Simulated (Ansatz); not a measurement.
MnO2 (P-3m1); total moment held at 3.9 μB.

```yaml
crystal:
  lattice:
    - [2.85658, 0.00000, 0.00000]
    - [-1.42829, 2.47387, 0.00000]
    - [0.00000, 0.00000, 4.60137]
  atoms:
    - { symbol: Mn, position: [0.00000, 0.00000, 0.50000] }
    - { symbol: O, position: [0.66667, 0.33333, 0.29371] }
    - { symbol: O, position: [0.33333, 0.66667, 0.70629] }
```

The geometry is a structure from the Materials Project, held fixed and not relaxed.

Settings: LDA, 11×11×6 k mesh, Fermi–Dirac smearing of 0.03 eV. PAW means Ansatz 0.2.0 on its default frozen-core files. Site moments are integrated in spheres about the atoms. Start moments (μB): Mn1 3.9.

Iteration by iteration:

| iteration | Harris–Foulkes energy less the last (meV) | density residual (eV) | M (μB) | ∫|m| (μB) |
| --- | --- | --- | --- | --- |
| 1 | -3259.001 | 3.6e+01 | 3.9000 | 3.9000 |
| 2 | -313.332 | 2.4e+00 | 3.9000 | 3.9000 |
| 3 | 132.923 | 4.6e-01 | 3.9000 | 3.9000 |
| 4 | 31.872 | 8.2e-03 | 3.9000 | 3.9000 |
| 5 | -0.012 | 2.2e-03 | 3.9000 | 3.9003 |
| 6 | 0.013 | 5.7e-04 | 3.9000 | 3.9004 |
| 7 | -0.062 | 5.9e-04 | 3.9000 | 3.9004 |
| 8 | -0.004 | 2.4e-05 | 3.9000 | 3.9004 |
| 9 | 0.000 | 1.6e-07 | 3.9000 | 3.9004 |
| 10 | 0.000 | 7.0e-08 | 3.9000 | 3.9004 |
| 11 | 0.000 | 8.5e-09 | 3.9000 | 3.9004 |

Site moments (μB): Mn1 2.73, O2 0.32, O3 0.32. Cell moment 3.90 μB.

The PAW files were made with PBE; the program remakes their cores once for the run's functional and then keeps them frozen. The Ansatz runs typed with the search for lower states off end where their start leads. These are results for the start and cell typed. The real compound can order otherwise, in a larger cell, or not at all, since semilocal functionals at zero temperature often overstate magnetism.
